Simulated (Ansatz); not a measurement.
SnIr3N (anti-perovskite, Pm-3m), DFT-PBEsol in the program Ansatz with PAW potentials, all energies at zero smearing, with the estimated change up to a 700 eV cutoff added, with one set of potentials and settings (totals compare only within such a set). Cell of 5 atoms (1 Sn, 3 Ir, 1 N): -41726.607 eV.

```json
[
 {"element": "Sn", "reference phase": "I4_1/amd, 2 atoms in the cell", "E (eV/atom)": "-5949.8528"},
 {"element": "Ir", "reference phase": "Fm-3m, 1 atoms in the cell", "E (eV/atom)": "-11800.4472"},
 {"element": "N", "reference phase": "Pa-3, 8 atoms in the cell", "E (eV/atom)": "-378.4910"}
]
```

Formation energy per atom, worked out: (-41726.607 − 1×(-5949.8528) − 3×(-11800.4472) − 1×(-378.4910))/5 = 0.616 eV/atom (59 kJ per mol of atoms), at 0 K, without zero-point energy or fitted corrections.

The start of the workflow was typed in or built on a structure type; neither database checked (COD, Materials Project) lists it. Its standing as an ambient phase is unchecked. The PBEsol relaxation kept the symmetry of its start. At this level the phase is dynamically unstable (imaginary phonons). The workflow began spin-polarised and lost its moments. The volume moved by 18 % from the start of the relaxation. Its formation energy is positive at this level, so the cell may be metastable or incomplete. The references are the lowest solids computed at this level, not always the standard phases (solids in place of the gases). Scalar-relativistic: spin–orbit coupling is off unless named, which matters more the heavier the elements.

Potentials: the earlier of the program's two PAW sets. The files were generated under PBE; for other functionals the program regenerates the frozen cores, and for LDA and PBEsol the local potential too.
